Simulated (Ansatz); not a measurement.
Sb:
Space group R-3m, hexagonal axes (No. 166); a = b = 4.3220 Å, c = 11.0638 Å, α = β = 90.00°, γ = 120.00°

```tsv
atom	site	symmetry	x	y	z
Sb	6c	3m	0.0000	0.0000	0.2643
```
(The calculation used a cell of 2 atoms; values per cell refer to that cell.)

Relaxed at zero pressure with PBEsol in the plane-wave PAW code Ansatz.

**Question.** The volume is raised by 9 % and shape and atoms relax at that volume. What pressure results, and how do the axes share the change?

**Answer.** -2.8 GPa; a 1.4 %, b 1.4 %, c 5.9 %; the energy rises by 26 meV/atom.

**Question.** Give the new structure.

**Answer.** 
Space group R-3m, hexagonal axes (No. 166); a = b = 4.3846 Å, c = 11.7175 Å, α = β = 90.00°, γ = 120.00°

| atom | site | symmetry | x | y | z |
|---|---|---|---|---|---|
| Sb | 6c | 3m | 0.0000 | 0.0000 | 0.2689 |

The phase is kept; no other phase was compared at this pressure.

The cell was relaxed with PBEsol under the symmetry of its start; of distortions, only those at the zone centre were tested. Scalar-relativistic: spin–orbit coupling is off unless named, which matters more the heavier the elements.

Potentials: the earlier of the program's two PAW sets.
